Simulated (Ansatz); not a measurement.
Input:

Tl2Pt:
```
Tl2Pt
1.0
   -3.46446     3.46446     2.82300
    3.46446    -3.46446     2.82300
    3.46446     3.46446    -2.82300
Tl Pt
4 2
Direct
  0.83957   0.33957   0.17914
  0.16043   0.66043   0.82086
  0.33957   0.16043   0.50000
  0.66043   0.83957   0.50000
  0.75000   0.75000   0.00000
  0.25000   0.25000   0.00000
```

This is the r²SCAN-relaxed structure.

Problem. All from plane-wave PAW r²SCAN (Ansatz code), unless another level is named. Estimate the density of states at the Fermi level.

Solution. 0.35 states/eV per atom (mean over ±0.08 eV).

Problem. What about the formation energy from the elements (no fitted shifts)?

Solution. -10 kJ/mol of atoms.

Space group I4/mcm. The first step of the workflow began from a Materials Project structure, measured or hypothetical; the Crystallography Open Database files this formula in space group No. 140, but the cells were not matched. Whether it is the stable phase at ambient conditions was not checked. The r²SCAN relaxation kept the symmetry of its start; whether a distortion lowers the energy is not shown. No spin polarisation was allowed. The references are the lowest solids computed at this level, not always the standard phases. Scalar-relativistic: spin–orbit coupling is off unless named, which matters more the heavier the elements.

Potentials: the later of the program's two PAW sets.
